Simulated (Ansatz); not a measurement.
Given:

SiO$_{2}$:
```cif
data_O18Si9
_chemical_formula_sum 'Si9 O18'
_space_group_name_H-M_alt 'R32 :H'
_space_group_IT_number 155
_space_group_name_Hall 'R 3 2"'
_cell_length_a 7.95722
_cell_length_b 7.95722
_cell_length_c 7.84841
_cell_angle_alpha 90.000
_cell_angle_beta 90.000
_cell_angle_gamma 120.000
loop_
_atom_site_label
_atom_site_type_symbol
_atom_site_symmetry_multiplicity
_atom_site_Wyckoff_symbol
_atom_site_fract_x
_atom_site_fract_y
_atom_site_fract_z
_atom_site_occupancy
Si1 Si 9 e 0.78467 0.78467 0.50000 1
O1 O 9 e 0.19042 0.19042 0.50000 1
O2 O 9 d 0.00000 0.33396 0.00000 1
```
(The calculation used a cell of 9 atoms; values per cell refer to that cell.)

This is the r²SCAN-relaxed structure.

Q: All from plane-wave PAW r²SCAN (Ansatz code), unless another level is named. Predict the electron effective mass.

A: 0.57 mₑ (isotropic).

Q: Predict the HSE06 gap on the r²SCAN cell.

A: 7.46 eV.

Q: Give the formation energy from the elements (no fitted shifts).

A: -2955 meV/atom.

Q: And the conduction-band minimum?

A: at Γ.

The workflow started from a Materials Project entry (that database holds measured and hypothetical structures alike); the Crystallography Open Database copy checked does not list it. It is not the phase usual at ambient conditions (space group No. 92, 152, 154). The r²SCAN relaxation kept the symmetry of its start; phonons show weakly imaginary modes. The references are the lowest solids computed at this level, not always the standard phases (solids in place of the gases).

Potentials: the later of the program's two PAW sets.
